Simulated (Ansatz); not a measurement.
MoSe2 in space group Pnnm (No. 58; Mo on 2a, Se on 4g) at seven volumes, the program Ansatz at the PBE level (PAW), shape and atoms relaxed at each. One row is withheld.

```csv
V (Å³/atom),P (GPa)
17.771,12.06
18.357,7.29
18.943,3.32
19.529,0.00
20.115,-2.73
20.701,?
21.287,-6.50
```

Problem. Fit the shown pressures and predict the withheld one.

Solution. P = (3/2)B₀(x^(7/2) − x^(5/2))[1 + (3/4)(B′ − 4)(x − 1)] with x = (V₀/V)^(2/3). Least squares on the six rows gives V₀ = 19.532 Å³/atom, B₀ = 97.6 GPa, B′ = 5.78. At V = 20.701, x = 0.9620 and P = -4.79 GPa. The run itself gave -4.89 GPa.

The cell is a constructed one: a structure type filled with these elements; neither database checked (COD, Materials Project) lists it. It is not the phase usual at ambient conditions (space group No. 194). The cell was relaxed with PBE under the symmetry of its start; its stability against distortions is not shown here. The run is not spin-polarised.

Potentials: the later of the program's two PAW sets.
